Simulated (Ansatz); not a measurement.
Sn (beta-Sn type, space group I4_1/amd)

```xyz
2
Lattice="-2.9431 2.9431 1.5919 2.9431 -2.9431 1.5919 2.9431 2.9431 -1.5919" Properties=species:S:1:pos:R:3 pbc="T T T"
Sn     0.0000     2.9431     0.7959
Sn     0.0000     0.0000     0.0000
```

Two coordinates are scanned: the volume, and the ratio of the stretch along z (the conventional c axis) to the stretch across it. Atoms keep their fractional coordinates.

Method: r2SCAN (plane waves to 500 eV, PAW, scalar-relativistic; Ansatz, a program for electronic structure). k mesh 17×17×17 (Γ-centred), Fermi-Dirac smearing 0.05 eV. The energy includes the smearing's −TS. With partly filled bands, the response to shear is sensitive to the k mesh, so small differences along c/a are uncertain. Sn was relaxed with its symmetry unable to fall. ΔE is measured from the relaxed starting cell.

| ΔE (meV/atom) | V/V₀ = 0.960 | V/V₀ = 0.980 | V/V₀ = 1.000 | V/V₀ = 1.020 | V/V₀ = 1.040 |
|---|---|---|---|---|---|
| (c/a)/(c/a)₀ = 0.960 | ___ | 11 | 8 | 10 | ___ |
| (c/a)/(c/a)₀ = 0.980 | 10 | 4 | 2 | 4 | 9 |
| (c/a)/(c/a)₀ = 1.000 | 8 | 2 | 0 | 2 | 7 |
| (c/a)/(c/a)₀ = 1.020 | 9 | 3 | 1 | 3 | 8 |
| (c/a)/(c/a)₀ = 1.040 | ___ | 7 | 5 | 6 | 11 |

Complete the blanks.


- (c/a)/(c/a)₀ = 0.960, V/V₀ = 0.960: 17
- (c/a)/(c/a)₀ = 0.960, V/V₀ = 1.040: 15
- (c/a)/(c/a)₀ = 1.040, V/V₀ = 0.960: 14

(A scan under strain: stresses follow from slopes of the energy per volume, elastic moduli from its curvatures.)
